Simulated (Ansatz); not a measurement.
Property card for Pb

Pb:
```cif
data_Pb2
_chemical_formula_sum 'Pb2'
_space_group_name_H-M_alt 'P 1'
_space_group_IT_number 1
_cell_length_a 4.75781
_cell_length_b 4.75781
_cell_length_c 4.75781
_cell_angle_alpha 97.162
_cell_angle_beta 97.162
_cell_angle_gamma 138.648
loop_
_space_group_symop_operation_xyz
  'x, y, z'
loop_
_atom_site_label
_atom_site_type_symbol
_atom_site_fract_x
_atom_site_fract_y
_atom_site_fract_z
_atom_site_occupancy
Pb1 Pb 0.75000 0.25000 0.50000 1
Pb2 Pb 0.00000 0.00000 0.00000 1
```

Space group I4_1/amd (No. 141), β-Sn type; conventional cell a = b = 6.2952 Å, c = 3.3598 Å, α = β = γ = 90.00°.

Method: the program Ansatz at the PBE level (PAW). Geometry: relaxed at this level of theory. Other levels are named where they apply.

**Cell and energy**

- Volume per atom = 33.29 Å³
- Density = 10.34 g/cm³

**Electronic structure**

Electronic character: metallic (no gap)
Density of states at the Fermi level: 0.64 states/eV per atom (mean over ±0.08 eV)
Gap with spin–orbit coupling: none (metallic)

**Mechanics**

* **Bulk modulus (Birch–Murnaghan fit)**: 37.0 GPa
* **Pressure derivative B′**: 4.9

**Phonons**

- Highest zone-centre frequency = 79 cm⁻¹
- Zone-centre stability = no imaginary mode at Γ

The cell is a constructed one: a structure type filled with these elements; neither database checked (COD, Materials Project) lists it. It is not the phase usual at ambient conditions (space group No. 225). Symmetry was held in the PBE relaxation. As this level gives no gap, phonon frequencies hold no LO–TO term and depend on the k-mesh and smearing (Fermi–Dirac, 0.1 eV here). Axis ratios of metals converge slowly with the k-mesh, so a and c are less sure than the volume. Scalar-relativistic: spin–orbit coupling is off unless named, which matters more the heavier the elements.

Potentials: the later of the program's two PAW sets.
